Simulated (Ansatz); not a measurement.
This cell of HfN (rock salt) is off equilibrium:

```
CELL_PARAMETERS angstrom
      0.00000     4.54802     4.54802
      2.27401     0.00000     2.27401
      2.27401     2.27401     0.00000
ATOMIC_POSITIONS crystal
  N  0.00000 0.00000 0.00000
  N  0.50000 0.00000 0.00000
  Hf 0.23754 0.47508 0.56016
  Hf 0.75000 0.50000 0.50000
```

These are PBE (plane waves to 420 eV, PAW, scalar-relativistic; Ansatz, a quantum-chemistry and plane-wave program) values and carry that method's errors. k mesh 7×14×14 (Γ-centred), Fermi-Dirac smearing 0.05 eV. Energies are smeared free energies. Stress and pressure are positive under compression. With partly filled bands, energies and forces of such displacements shift with the k mesh and the smearing. HfN is run without spin polarisation. HfN was relaxed with its symmetry unable to fall. Spin-orbit coupling is left out, though Hf is heavy. The PAW data are Ansatz's earlier set.

Q: What forces act on the atoms (eV/Å, Cartesian)?

A: 
| atom | Fx | Fy | Fz |
|---|---|---|---|
| N1 | 0.450 | 0.434 | -0.722 |
| N2 | 0.401 | 0.406 | -0.515 |
| Hf3 | -0.874 | -0.667 | 1.227 |
| Hf4 | 0.023 | -0.172 | 0.010 |

Q: Give the stress tensor in GPa and the pressure.

A: 
```
    1.7     -0.3     -0.1
   -0.3      0.8      0.3
   -0.1      0.3      2.8
```
The pressure, a third of the trace, is 1.8 GPa.

Q: In it atom 3 sits (0.080, 0.080, -0.113) Å away from its relaxed site. What is its energy relative to the relaxed cell?

A: 131 meV/cell.

(For displaced atoms, the force is minus the slope of the energy, and its curvature is a force constant, which sets phonon frequencies.)
